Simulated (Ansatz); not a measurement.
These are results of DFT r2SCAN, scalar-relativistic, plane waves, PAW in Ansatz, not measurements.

Structure of SnAu3:

```xyz
8
Lattice="5.8818 0.0000 0.0000 -2.9409 5.0938 0.0000 0.0000 0.0000 5.0909" Properties=species:S:1:pos:R:3 pbc="T T T"
Sn    0.0000    3.3959    3.8182
Sn    2.9409    1.6979    1.2727
Au    0.0000    1.6855    1.2727
Au    1.4812    4.2510    1.2727
Au   -1.4812    4.2510    1.2727
Au    2.9409    3.4083    3.8182
Au    1.4597    0.8427    3.8182
Au    4.4221    0.8427    3.8182
```

Settings: cutoff 500 eV, Γ-centred mesh 6×6×8 on the computed 8-atom cell, Gaussian smearing of 0.10 eV; no spin polarisation.

Levels along Γ–M–K–Γ–A–L–H–A | L–M | H–K, in eV from the Fermi level, sorted by energy at each point. Points in fractions of the primitive reciprocal vectors: Γ (0.000 0.000 0.000), M (0.500 0.000 0.000), K (0.333 0.333 0.000), A (0.000 0.000 0.500), L (0.500 0.000 0.500), H (0.333 0.333 0.500).
```
point k (1/Å, with 2π) band 68  band 69  band 70  band 71  band 72  band 73  band 74
    Γ             0.000    -1.82    -1.34    -1.34    -0.44    -0.37    -0.37     2.66
    -             0.088    -2.07    -1.36    -1.06    -0.41    -0.26     0.02     1.97
    -             0.176    -2.16    -1.36    -0.77    -0.21     0.05     0.80     1.29
    -             0.264    -1.65    -1.34    -0.72     0.20     0.47     0.73     1.82
    -             0.352    -1.29    -1.11    -0.75     0.04     0.98     1.00     2.25
    -             0.441    -1.25    -0.78    -0.54    -0.27     1.44     1.53     1.81
    -             0.529    -1.23    -0.79    -0.47     0.05     1.26     1.63     2.00
    M             0.617    -1.22    -0.79    -0.54     0.58     0.75     1.67     2.19
    -             0.668    -1.19    -0.78    -0.55     0.60     0.76     1.58     2.33
    -             0.719    -1.12    -0.71    -0.60     0.66     0.80     1.44     2.37
    -             0.769    -1.05    -0.66    -0.56     0.76     0.86     1.31     2.01
    -             0.820    -1.00    -0.73    -0.31     0.90     0.94     1.19     1.71
    -             0.871    -0.97    -0.80     0.01     1.03     1.04     1.06     1.51
    -             0.922    -0.94    -0.86     0.36     0.83     1.16     1.24     1.42
    K             0.973    -0.90    -0.90     0.64     0.64     1.30     1.30     1.40
    -             1.075    -0.95    -0.81     0.32     0.53     0.66     1.46     1.60
    -             1.176    -0.95    -0.69    -0.06     0.10     0.19     1.59     1.93
    -             1.278    -0.91    -0.75    -0.70    -0.07     0.11     1.78     2.24
    -             1.380    -1.40    -0.92    -0.86    -0.22     0.45     1.38     2.09
    -             1.482    -2.00    -1.16    -0.86    -0.35     0.48     0.95     1.15
    -             1.583    -2.15    -1.32    -1.05    -0.42    -0.18     0.11     1.85
    Γ             1.685    -1.82    -1.34    -1.34    -0.44    -0.37    -0.37     2.66
    -             1.773    -1.81    -1.39    -1.39    -0.39    -0.39    -0.07     2.00
    -             1.861    -1.76    -1.51    -1.51    -0.46    -0.46     0.77     1.27
    -             1.950    -1.71    -1.71    -1.58    -0.58    -0.58     0.63     1.76
    -             2.038    -1.99    -1.74    -1.34    -0.77    -0.77     0.14     2.16
    -             2.126    -2.26    -1.68    -1.19    -1.03    -1.03    -0.05     1.84
    -             2.214    -2.11    -1.58    -1.36    -1.36    -1.26     0.18     1.24
    A             2.302    -1.73    -1.73    -1.73    -1.43    -1.43     0.67     0.67
    -             2.390    -1.95    -1.61    -1.61    -1.32    -1.32     0.66     0.66
    -             2.478    -2.27    -1.38    -1.38    -1.33    -1.33     0.87     0.87
    -             2.566    -2.58    -1.47    -1.47    -1.16    -1.16     1.38     1.38
    -             2.655    -2.80    -1.59    -1.59    -0.97    -0.97     2.02     2.02
    -             2.743    -2.80    -1.67    -1.67    -0.83    -0.83     2.70     2.70
    -             2.831    -2.79    -1.71    -1.71    -0.76    -0.76     3.32     3.32
    L             2.919    -2.79    -1.73    -1.73    -0.73    -0.73     3.64     3.64
    -             2.970    -2.79    -1.83    -1.83    -0.60    -0.60     3.45     3.45
    -             3.021    -2.80    -2.04    -2.04    -0.29    -0.29     3.11     3.11
    -             3.071    -2.81    -2.27    -2.27     0.10     0.10     2.77     2.77
    -             3.122    -2.82    -2.47    -2.47     0.52     0.52     2.45     2.45
    -             3.173    -2.83    -2.63    -2.63     0.95     0.95     2.18     2.18
    -             3.224    -2.83    -2.72    -2.72     1.33     1.33     1.95     1.95
    H             3.275    -2.83    -2.75    -2.75     1.51     1.51     1.84     1.84
    -             3.377    -2.82    -2.69    -2.69     1.19     1.19     1.79     1.79
    -             3.478    -2.77    -2.57    -2.57     0.71     0.71     1.54     1.54
    -             3.580    -2.67    -2.36    -2.36     0.14     0.14     1.33     1.33
    -             3.682    -2.50    -2.07    -2.07    -0.44    -0.44     1.14     1.14
    -             3.784    -2.28    -1.74    -1.74    -0.96    -0.96     0.88     0.88
    -             3.885    -1.99    -1.61    -1.61    -1.28    -1.28     0.66     0.66
    A             3.987    -1.73    -1.73    -1.73    -1.43    -1.43     0.67     0.67
    L             3.987    -2.79    -1.73    -1.73    -0.73    -0.73     3.64     3.64
    -             4.075    -2.62    -2.07    -1.29    -0.90    -0.47     3.17     4.04
    -             4.163    -2.52    -2.23    -1.01    -0.80    -0.09     2.77     3.71
    -             4.252    -2.43    -2.08    -1.08    -0.31     0.40     2.46     3.26
    -             4.340    -1.93    -1.76    -1.14     0.11     0.95     2.32     2.47
    -             4.428    -1.38    -1.34    -1.18     0.39     1.52     1.69     2.32
    -             4.516    -1.21    -1.00    -0.80     0.52     1.04     1.97     2.00
    M             4.604    -1.22    -0.79    -0.54     0.58     0.75     1.67     2.19
    H             4.604    -2.83    -2.75    -2.75     1.51     1.51     1.84     1.84
    -             4.692    -2.86    -2.60    -2.60     1.23     1.23     2.19     2.19
    -             4.780    -2.47    -2.31    -2.31     0.91     0.91     2.72     2.73
    -             4.869    -1.97    -1.97    -1.92     0.65     0.65     2.34     3.34
    -             4.957    -1.61    -1.61    -1.23     0.49     0.49     2.02     3.10
    -             5.045    -1.27    -1.27    -0.41     0.43     0.43     1.77     2.30
    -             5.133    -1.00    -1.00     0.51     0.51     0.51     1.60     1.64
    K             5.221    -0.90    -0.90     0.64     0.64     1.30     1.30     1.40
```

Spin-orbit coupling is left out, which matters for the bands of heavy elements.

Cost: 1 run of about 8.9 core-minutes, on Intel Xeon Processor @ 2.50GHz (Skylake/Cascade Lake) (shared hosts).